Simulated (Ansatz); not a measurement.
The elements of this relaxed trial crystal are hidden behind letters.

```
lattice vectors (Å)
   4.3158    0.0000    0.0000
  -2.1579    3.7376    0.0000
   0.0000    0.0000    4.7070
fractional positions
X 0.0000 0.0000 0.5000
Z 0.6667 0.3333 0.5000
Q 0.0000 0.0000 0.0000
```

The calculation used DFT PBE, scalar-relativistic, plane waves, PAW in Ansatz 0.2.0. Cutoff 420 eV, Γ-centred 12×12×10 mesh (3-atom cell), Gaussian smearing of 0.10 eV, no spin polarisation.

```
Space group                                 : P-6m2 (No. 187)
Conventional cell                           : a = 4.316 Å, c = 4.707 Å
Volume per atom                             : 25.31 Å³
Density                                     : 3.86 g/cm³
Formation energy                            : +0.25 eV/atom
Gap on the 12×12×10 mesh of the 3-atom cell : 0 eV (a metal)
```

Energies are uncorrected and count from the elements' standard states at the same level.

Problem. X is a d-block element of period 4, Z is a p-block element of period 4 and Q is a p-block element of period 3. Which elements are they?

Solution. X = Zn, Z = Se, Q = S, so the formula is ZnSeS. Density times volume gives a mean mass of 3.86 × 25.31/1.6605 = 58.8 u per atom, and this set has 58.8 u. Zn has 2 S at 2.35 Å and 3 Se at 2.49 Å; Se is surrounded by 3 Zn at 2.49 Å; around S lie 2 Zn at 2.35 Å. Other sets within the hints have nearly the same mass, so mass alone doesn't settle it; this one was computed.

The cell is a metal run without spin; a magnetic state may lie lower. A structure relaxed within its symmetry needn't be a true minimum. Another cell of ZnSeS relaxed alike, in P1, lies 0.52 eV/atom lower, so this cell isn't the stable form at this level.
